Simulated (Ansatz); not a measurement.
Cu Kα1 powder pattern (kinematic, no thermal factors).
```
2θ (°)  relative intensity
 13.51                  70
 22.29                  18
 26.15                  23
 27.20                   1
 31.73                  48
 34.62                   4
 35.44                 100
 41.31                   3
 42.27                  14
 45.48                  32
 47.44                   6
 47.66                  10
 51.21                   4
 53.22                   6
 53.80                   1
 56.11                   8
 58.95                  44
 61.13                   2
 63.11                   3
 65.91                  12
 66.28                  10
 67.82                   4
 68.00                   3
 72.55                   1
 75.00                  13
 75.35                   8
 76.98                   1
 77.47                  10
 79.40                   2
 81.17                   1
 81.82                   3
 85.48                   1
 89.43                   2
 89.94                   1
```

The pattern is computed from a structure relaxed with Ansatz 0.2.0, DFT PBE, scalar-relativistic, plane waves, PAW. No spin polarisation. Its elements are Ga, O.

**Question.** Give the structure.

**Answer.** Ga₃O₂.
Space group P4/mmm (No. 123). a = 3.985 Å, b = 3.985 Å, c = 6.551 Å, α = 90.00°, β = 90.00°, γ = 90.00°
```json
{"atom": "Ga", "site": "1d", "symmetry": "4/mmm", "x": "0.5000", "y": "0.5000", "z": "0.5000"}
{"atom": "Ga", "site": "2g", "symmetry": "4mm", "x": "0.0000", "y": "0.0000", "z": "0.2529"}
{"atom": "O", "site": "2e", "symmetry": "mmm.", "x": "0.0000", "y": "0.5000", "z": "0.5000"}
```

A pattern alone doesn't exclude other cells with like lines; this is the one computed.

Another cell of Ga3O2 relaxed alike, in Fmm2, lies 0.41 eV/atom lower, so this cell isn't the stable form at this level.

It was reached by relaxing an invented guess, and it needn't be the stable form of this composition. No dispersion correction is applied, so the spacing between layers, chains or molecules is poorly fixed.
